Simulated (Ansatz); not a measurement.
# Fields on a plane of MoSi2 (MoSi2 type, space group I4/mmm)

```
MoSi2
1.0
   -1.60846     1.60846     3.93652
    1.60846    -1.60846     3.93652
    1.60846     1.60846    -3.93652
Mo Si
1 2
Cartesian
  0.00000   0.00000   0.00000
  0.00000   0.00000   2.63836
  0.00000   0.00000   5.23467
```

The slice is a (1 0 -1) plane (indices of the conventional cell) through the point (0.000, 0.000, 0.000) (fractional), spanned by u = [101] and v = [121] in vectors of this cell: u (3.22 Å) and v (8.50 Å, at 90° to u). It covers one period; positions are fractions (u, v).

Atoms on it: Mo at (0.00, 0.00); Mo at (0.50, 0.50). Other atoms lie within 1 Å of the plane.

Level of theory: PBE (plane waves to 420 eV, PAW, scalar-relativistic; Ansatz, a program for electronic structure). k mesh 20×20×20. Inside the PAW spheres the values are not all-electron values, and peaks at nuclei hang on which shells count as valence. MoSi2 is run without spin polarisation. MoSi2 was relaxed with its symmetry unable to fall.

```
|xxxxxx++@@++xxxx|
|xxxx::%%@@%%::xx|
|++**##**++**##**|
|####**::  ::**##|
|..--++--..--++--|
|  ::**######**::|
|++**##**++**##**|
|@@%%::xxxxxx::%%|
|@@++xxxxxxxxxx++|
|@@--xxxxxxxxxx--|
|@@++xxxxxxxxxx++|
|@@%%::xxxxxx::%%|
|++**##**++**##**|
|  ::**######**::|
|..--++--..--++--|
|####**::  ::**##|
|++**##**++**##**|
|xxxx::%%@@%%::xx|
|xxxxxx++@@++xxxx|
|xxxxxx--@@--xxxx|
```
Scale: ten equal steps from 3.87 (start of ' ') to 11.97 (end of '@'), in the order ' .:-=+*#%@'. Values: electrostatic potential energy of an electron, from the cell's mean, in eV. The map has 8 points along u (two characters each, u = 0 at the left) and 20 along v (v = 0 in the bottom row). Points within 1 Å of a nucleus are blanked (x), as the pseudised field means little there. The zero, the cell's mean, hangs on the PAW cores.

```
v \ u  0.00  0.12  0.25  0.38  0.50  0.62  0.75  0.88
-----  ----  ----  ----  ----  ----  ----  ----  ----
0.90    0.1  -0.1  -0.4  -0.6  -0.6  -0.6  -0.4  -0.1
0.80   -0.5  -0.5  -0.5  -0.5  -0.5  -0.5  -0.5  -0.5
0.70   -0.5  -0.5  -0.5  -0.5  -0.5  -0.5  -0.5  -0.5
0.60   -0.6  -0.6  -0.4  -0.1   0.1  -0.1  -0.4  -0.6
0.50   -0.6  -0.5   0.2   0.8   0.8   0.8   0.2  -0.5
0.40   -0.6  -0.6  -0.4  -0.1   0.1  -0.1  -0.4  -0.6
0.30   -0.5  -0.5  -0.5  -0.5  -0.5  -0.5  -0.5  -0.5
0.20   -0.5  -0.5  -0.5  -0.5  -0.5  -0.5  -0.5  -0.5
0.10    0.1  -0.1  -0.4  -0.6  -0.6  -0.6  -0.4  -0.1
0.00    0.8   0.8   0.2  -0.5  -0.6  -0.5   0.2   0.8
```

Values: log₁₀ of the valence density in e/Å³. The scale is logarithmic, as a density can span decades between atoms and voids.
